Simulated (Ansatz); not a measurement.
An Ansatz (a first-principles code) run. Input:

Ansatz 0.2 input:
```yaml
crystal:
  lattice:
    - [-3.398203921, 3.398203921, 2.9773393887]
    - [3.398203921, -3.398203921, 2.9773393887]
    - [3.398203921, 3.398203921, -2.9773393887]
  atoms:
    - { symbol: Lu, position: [0.75, 0.25, 0.5] }
    - { symbol: Lu, position: [0.0, 0.0, 0.0] }
    - { symbol: P, position: [0.5, 0.5, 0.0] }
    - { symbol: P, position: [0.25, 0.75, 0.5] }
    - { symbol: O, position: [0.5145878139, 0.3379538213, 0.1766339926] }
    - { symbol: O, position: [0.0879538213, 0.4113198286, 0.3233660074] }
    - { symbol: O, position: [0.1613198286, 0.3379538213, 0.8233660074] }
    - { symbol: O, position: [0.0879538213, 0.7645878139, 0.6766339926] }
    - { symbol: O, position: [0.2354121861, 0.9120461787, 0.3233660074] }
    - { symbol: O, position: [0.6620461787, 0.4854121861, 0.8233660074] }
    - { symbol: O, position: [0.5886801714, 0.9120461787, 0.6766339926] }
    - { symbol: O, position: [0.6620461787, 0.8386801714, 0.1766339926] }
kpoints:
  mp_grid: { grid: [4, 4, 4] }
hamiltonian:
  xc: hse06
  pseudopotentials: { kind: paw }
scf:
  n_extra_bands: 12
  occupations: { method: fixed }
output:
  eigenvalues: true
  eigenstates:
    e_range: [-9.0, 18.3]
    kpoints:
      - [0.0, 0.0, 0.0]  # VBM
      - [0.0, 0.0, 0.0]  # CBM
```

Output (shortened):

```
Pseudopotentials: kind: paw
Pseudopotential: Lu, paw, valence charge 25
Pseudopotential: P, paw, valence charge 5
Pseudopotential: O, paw, valence charge 6
Functional definition: HSE06
davidson cushion auto → on  (no smearing: the cushion is to keep the highest requested band from converging to the state above it …
Crystal: 12 atoms, lattice volume = 137.527 Å³
Basis set: ecut = 420 eV, 2725 PW (Γ)
Bands: 66, of which v1, the nominal top of the filled ones, is band 54 counted from 1 (53 counted from 0)
Symmetry: 16 space group operations
Space group: I41/amd (ITA 141), of the structure as read, at distance tolerance 5.2e-5 Å
k-points: 13 of 64
PAW frozen core: Lu, regenerated for the run's functional, and the local potential with it
PAW frozen core: P, regenerated for the run's functional, and the local potential with it
PAW frozen core: O, regenerated for the run's functional, and the local potential with it
Initial wavefunctions: pseudopotential atomic-orbital guess
Eigensolver: davidson
Functional: x = pbe(κ = 0.804, μ = 0.2195149727645171), c = pbe(β = 0.06672455060314922), warm-up for x = pbe(κ = 0.804, μ = 0.2195149727645171) + 0.25 (exact …
SCF iter   1: F=—  HF=-35531.418901 eV  |F-HF|=—  |Δ(HF+E_count)|=         —  Δρ=3.42e-3  dr2=2.92e-3  ethr=1.77e-3  ⟨swp⟩=2.0  Hψ=6023  notcnv=0
preconditioner: auto → none
SCF iter   2: F=-35531.417250 eV  HF=-35531.420208 eV  |F-HF|=2.96e-3  |Δ(HF+E_count)|=   1.31e-3  Δρ=1.86e-3  dr2=1.25e-3  ethr=2.70e-6  ⟨swp⟩=5.0  Hψ=3397  notcnv=0
SCF 1 stopped early in 2 iterations: F = -35531.417250 eV  dr2 = 1.25e-3
Crystal: 12 atoms, lattice volume = 137.527 Å³
Initial density: handed on by an earlier stage of this run
Initial wavefunctions: those handed on with the density
Functional: x = pbe(κ = 0.804, μ = 0.2195149727645171) + 0.25 (exact − pbe) at short range (hse, ω = 0.20786987370883472 Å⁻¹), c = pbe(β = 0.06672455060314922); HSE06 as pw.x's `hse` composes it (authors' and Libxc's form: `xc: wpbeh`)
Exchange kernel: α = 0.2500, screened, ω = 0.2079 Å⁻¹, Wigner–Seitz truncation, v(0) = 1046.4029 eV·Å³, q-mesh 4×4×4, nearest image of the exchange supercell L …
Frozen-core exchange: fock
SCF iter   1: F=—  HF=-35531.803845 eV  |F-HF|=—  |Δ(HF+E_count)|=         —  Δρ=1.04e-2  dr2=9.71e-2  ethr=1.15e-5  ⟨swp⟩=6.5  Hψ=4174  notcnv=0
preconditioner: auto → none
SCF iter   2: F=—  HF=-35531.694242 eV  |F-HF|=—  |Δ(HF+E_count)|=   1.10e-1  Δρ=6.30e-3  dr2=4.10e-2  ethr=1.15e-5  ⟨swp⟩=4.0  Hψ=3441  notcnv=0
SCF iter   3: F=—  HF=-35531.662849 eV  |F-HF|=—  |Δ(HF+E_count)|=   3.14e-2  Δρ=2.90e-3  dr2=7.67e-3  ethr=1.15e-5  ⟨swp⟩=4.0  Hψ=2991  notcnv=0
SCF iter   4: F=—  HF=-35531.708321 eV  |F-HF|=—  |Δ(HF+E_count)|=   4.55e-2  Δρ=1.70e-3  dr2=3.66e-3  ethr=3.51e-6  ⟨swp⟩=4.0  Hψ=2959  notcnv=0
iter 5 solved again at ethr=5.97e-8 eV; its pass at ethr=3.31e-6 eV (dr2=6.45e-5 eV) is discarded
SCF iter   5: F=—  HF=-35531.706452 eV  |F-HF|=—  |Δ(HF+E_count)|=   1.87e-3  Δρ=3.16e-4  dr2=1.15e-4  ethr=5.97e-8  ⟨swp⟩=2.9  Hψ=4476  notcnv=0
SCF iter   6: F=-35531.706927 eV  HF=-35531.706957 eV  |F-HF|=2.97e-5  |Δ(HF+E_count)|=   5.04e-4  Δρ=2.25e-4  dr2=4.92e-5  ethr=5.97e-8  ⟨swp⟩=4.2  Hψ=2817  notcnv=0
SCF 2 stopped early in 6 iterations: F = -35531.706927 eV  dr2 = 4.92e-5
hybrid outer 1: dexx = +4.937e-2 eV, tail = 1.27e-3 eV
Crystal: 12 atoms, lattice volume = 137.527 Å³
Exchange kernel: α = 0.2500, screened, ω = 0.2079 Å⁻¹, Wigner–Seitz truncation, v(0) = 1046.4029 eV·Å³, q-mesh 4×4×4, nearest image of the exchange supercell L …
Frozen-core exchange: fock
SCF iter   1: F=—  HF=-35531.705180 eV  |F-HF|=—  |Δ(HF+E_count)|=         —  Δρ=8.27e-5  dr2=1.01e-5  ethr=5.86e-6  ⟨swp⟩=2.3  Hψ=1902  notcnv=0
preconditioner: auto → none
SCF iter   2: F=—  HF=-35531.705194 eV  |F-HF|=—  |Δ(HF+E_count)|=   1.37e-5  Δρ=4.34e-5  dr2=1.37e-6  ethr=8.61e-9  ⟨swp⟩=4.7  Hψ=3335  notcnv=0
SCF iter   3: F=—  HF=-35531.705194 eV  |F-HF|=—  |Δ(HF+E_count)|=   2.32e-7  Δρ=1.76e-5  dr2=2.10e-7  ethr=1.02e-9  ⟨swp⟩=3.0  Hψ=2128  notcnv=0
SCF iter   4: F=-35531.705194 eV  HF=-35531.705194 eV  |F-HF|=9.70e-8  |Δ(HF+E_count)|=   7.47e-7  Δρ=7.53e-6  dr2=7.22e-8  ethr=1.37e-10  ⟨swp⟩=5.3  Hψ=2893  notcnv=0
SCF 3 converged in 4 iterations: F = -35531.705194 eV  dr2 = 7.22e-8
hybrid outer 2: dexx = +5.983e-6 eV, tail = 4.78e-7 eV, Δε = 5.23e-3 eV (about 2.55e-4 eV left of the loop's levels)
the search or the solves at the SCF's close seem to have found levels that the self-consistency loop had missed (the run counts 1) …
NSCF: frozen V_eff on 2 k-points
hybrid SCF converged: 2 outer / 10 inner (+2 warm-up), last move |dexx| = 5.98e-6 eV, tail = 4.78e-7 eV
Stability not checked (fock_operator)
Free energy (F): -35531.705194 eV
Frozen-core exchange: fock
Harris-Foulkes:  -35531.705194 eV  (|F-HF|=9.70e-8)
Internal energy: -35531.705194 eV  (E = F + TS)
E sigma→0 (E₀):  -35531.705194 eV
Fermi energy:    7.250255 eV
--- Per-component energies (eV) ---
  E_band       = -310.869988
  E_kinetic    = 2420.987343
  E_local      = -17615.914930  (includes V_loc(G=0)·N_el)
  E_nonlocal   = 1565.471749
  E_hartree    = 7269.552692
  E_xc         = -927.270826
  E_vxc        = -1114.328719  (∫ρ·V_xc dr)
  E_exx        = -390.018853  (= α·E_x^exact, valence–valence)
  E_paw        = -16976.775704  (= ΣΔE_a)
  E_vpaw       = 673.830712  (= ΣTr[D̂ρ^β])
  E_aug_tail   = 0.020175  (compensation charges beyond the density's cutoff)
  E_ewald      = -10880.755161
  E_core_change = 2.998320  (= ΣΔE_core)
  E_smearing   =  0.000000  (= −TS)
  E_closure    =  0.000000  (closes the sum)
  Σ components = -35531.705194   (vs F -35531.705194, Δ=0.00e0)
  [band-id]    e_kinetic+e_local+e_nonlocal+2·e_hartree+e_vxc+2·e_exx+e_vpaw+e_augmentation_tail = -310.865991   (vs E_band -310.869988, Δ=4.00e-3)
--- Band table (eV; the first three rows and the last of 13) ---
  k-point 0: bands = ["-47.9763", "-47.9650", "-17.7320", "-17.7320", "-17.7102", "-17.5953", "-17.4145", "-17.4145", "-14.9182", "-14.3278", "-11.9540", "-11.8404", "-11.6514", "-11.6514", "-11.4244", "-11.4244", "-1.7171", "-0.4070", "0.9809", "1.3297", "1.3297", "1.8168", "2.4522", "2.4522", "2.8229", "3.3297", "3.3578", "3.4384", "3.4384", "3.5515", "3.5515", "3.5814", "3.5814", "3.5938", "3.6172", "3.6178", "3.6338", "3.6338", "3.7095", "3.7691", "4.0246", "4.5395", "4.6226", "4.6226", "5.8634", "5.8634", "5.9182", "6.1417", "6.4657", "6.4657", "6.7324", "6.7930", "6.7930", "7.2503", "15.2789", "16.0603", "16.9870", "16.9870", "17.1005", "17.1031", "17.4454", "17.4454", "17.9504", "18.0231", "18.9588", "19.6866"]
  k-point 1: bands = ["-47.9746", "-47.9666", "-17.7958", "-17.7069", "-17.6727", "-17.5821", "-17.4910", "-17.3989", "-14.7355", "-14.3252", "-11.8768", "-11.8227", "-11.7353", "-11.6877", "-11.5748", "-11.4993", "-1.3147", "-0.2702", "1.2407", "1.2413", "1.3245", "1.9781", "2.1253", "2.1314", "3.1062", "3.3306", "3.4663", "3.4962", "3.5461", "3.5501", "3.5601", "3.5613", "3.5677", "3.5776", "3.5968", "3.6204", "3.6241", "3.6299", "3.7412", "3.8075", "4.3121", "4.4471", "4.4637", "4.6145", "5.4680", "5.7560", "5.7843", "5.9350", "6.2774", "6.3614", "6.7218", "6.7616", "6.7654", "7.0601", "15.6984", "16.0344", "16.5455", "16.8990", "17.0557", "17.1194", "17.2645", "18.0280", "18.2835", "18.9824", "19.2734", "19.5924"]
  k-point 2: bands = ["-47.9706", "-47.9706", "-17.7729", "-17.7729", "-17.6229", "-17.6229", "-17.4507", "-17.4507", "-14.4338", "-14.4338", "-11.7769", "-11.7769", "-11.7718", "-11.7718", "-11.6796", "-11.6796", "-0.5099", "-0.5099", "1.4589", "1.4589", "1.5995", "1.5995", "1.7905", "1.7905", "3.3434", "3.3434", "3.5104", "3.5104", "3.5376", "3.5376", "3.5771", "3.5771", "3.5772", "3.5772", "3.6362", "3.6362", "3.6784", "3.6784", "3.8868", "3.8868", "4.3968", "4.3968", "4.6867", "4.6867", "5.1382", "5.1382", "5.5188", "5.5188", "6.5332", "6.5332", "6.5358", "6.5358", "6.8047", "6.8047", "15.7548", "15.7548", "16.9267", "16.9267", "17.0520", "17.0520", "18.0060", "18.0060", "18.9609", "18.9609", "19.2302", "19.2302"]
  k-point 12: bands = ["-47.9706", "-47.9706", "-17.7572", "-17.7572", "-17.6625", "-17.6625", "-17.3971", "-17.3971", "-14.5800", "-14.5800", "-11.9581", "-11.9581", "-11.5754", "-11.5754", "-11.5017", "-11.5017", "-0.9385", "-0.9385", "1.2170", "1.2170", "1.6989", "1.6989", "2.3535", "2.3535", "3.2408", "3.2408", "3.5267", "3.5267", "3.5338", "3.5338", "3.5891", "3.5891", "3.6676", "3.6676", "3.7175", "3.7175", "3.7546", "3.7546", "3.8902", "3.8902", "4.0788", "4.0788", "5.0419", "5.0419", "5.2377", "5.2377", "5.9549", "5.9549", "6.1436", "6.1436", "6.2367", "6.2367", "6.5693", "6.5693", "16.7420", "16.7420", "17.0596", "17.0596", "17.4187", "17.4187", "17.5871", "17.5871", "18.0972", "18.0972", "19.1923", "19.1923"]
  band table: 66 of 66 bands, residual norms ≤ 1.0e-3 eV
```

Cost: about 5 core-minutes (a rough figure) on shared cores.

The points marked VBM and CBM come from a semilocal run.

Space group I4_1/amd. The workflow started from an entry of the Crystallography Open Database (COD, 298 K). Its standing as an ambient phase is unchecked. The r²SCAN relaxation kept the symmetry of its start; whether a distortion lowers the energy is not shown. Spin–orbit coupling is left out wherever it is not named.

Potentials: the later of the program's two PAW sets.

Ansatz is a plane-wave DFT program.
